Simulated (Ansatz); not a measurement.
CrB$_{4}$:
```
CrB4
1.0
   -1.41439     2.35442     2.73147
    1.41439    -2.35442     2.73147
    1.41439     2.35442    -2.73147
Cr B
1 4
Direct
  0.00000   0.00000   0.00000
  0.53818   0.34234   0.19583
  0.46182   0.65766   0.80417
  0.14651   0.34234   0.80417
  0.85349   0.65766   0.19583
```

Relaxed with PBEsol.

Problem. Which orbitals make up the states near the Fermi level in DFT-PBEsol in the program Ansatz with PAW potentials?

Solution. Within 0.5 eV of the Fermi level: Cr 3d 68 %, B 2p 30 %. Projections are on Löwdin-orthogonalised atomic valence shells; empty p or d shells of many metals are not among them.

Problem. Tabulate the density of states.

Solution. States/eV per cell of 5 atoms, in 0.25 eV bins, energy from the Fermi level.

```tsv
E (eV)	total	B 2p	Cr 3d	B 2s
-7.85	1.19	0.64	0.24	0.30
-7.60	1.00	0.58	0.18	0.22
-7.35	0.92	0.57	0.16	0.18
-7.10	0.93	0.60	0.15	0.16
-6.85	1.01	0.66	0.16	0.16
-6.60	1.15	0.76	0.19	0.18
-6.35	1.45	0.95	0.25	0.22
-6.10	1.26	0.83	0.23	0.17
-5.85	1.43	0.92	0.30	0.19
-5.60	1.69	1.11	0.36	0.19
-5.35	1.52	1.05	0.30	0.15
-5.10	1.73	1.18	0.38	0.13
-4.85	1.95	1.31	0.48	0.12
-4.60	2.04	1.37	0.52	0.11
-4.35	2.27	1.53	0.59	0.11
-4.10	2.55	1.76	0.64	0.11
-3.85	3.00	2.18	0.66	0.11
-3.60	2.68	1.89	0.65	0.10
-3.35	2.31	1.55	0.65	0.08
-3.10	2.40	1.49	0.82	0.06
-2.85	2.54	1.50	0.97	0.05
-2.60	2.24	1.23	0.95	0.04
-2.35	1.58	0.71	0.84	0.02
-2.10	1.33	0.51	0.80	0.01
-1.85	1.21	0.39	0.79	0.02
-1.60	1.24	0.35	0.85	0.03
-1.35	2.14	0.51	1.56	0.04
-1.10	1.81	0.44	1.32	0.02
-0.85	1.58	0.38	1.17	0.02
-0.60	1.34	0.32	1.00	0.01
-0.35	1.14	0.25	0.88	0.01
-0.10	0.42	0.11	0.30	0.00
0.15	0.54	0.23	0.30	0.01
0.40	0.64	0.24	0.38	0.01
0.65	0.81	0.26	0.53	0.02
0.90	1.10	0.36	0.70	0.03
1.15	1.52	0.52	0.95	0.04
1.40	2.28	0.64	1.55	0.07
1.65	1.81	0.70	1.03	0.07
1.90	1.56	0.75	0.71	0.07
2.15	1.83	0.86	0.85	0.11
2.40	2.43	1.05	1.17	0.18
2.65	2.93	1.23	1.41	0.25
2.90	2.86	1.21	1.35	0.26
3.15	3.62	1.58	1.62	0.37
3.40	3.17	1.47	1.34	0.31
3.65	2.69	1.21	1.22	0.22
3.90	1.10	0.48	0.50	0.10
4.15	0.57	0.25	0.25	0.06
4.40	0.34	0.15	0.14	0.03
4.65	0.15	0.07	0.06	0.02
```

Space group Immm. The first step of the workflow began from a Materials Project structure, measured or hypothetical; the Crystallography Open Database files this formula in space group No. 71, but the cells were not matched. Whether it is the stable phase at ambient conditions was not checked. The PBEsol relaxation kept the symmetry of its start; its stability against distortions is not shown here. The run is not spin-polarised.

Potentials: the later of the program's two PAW sets.
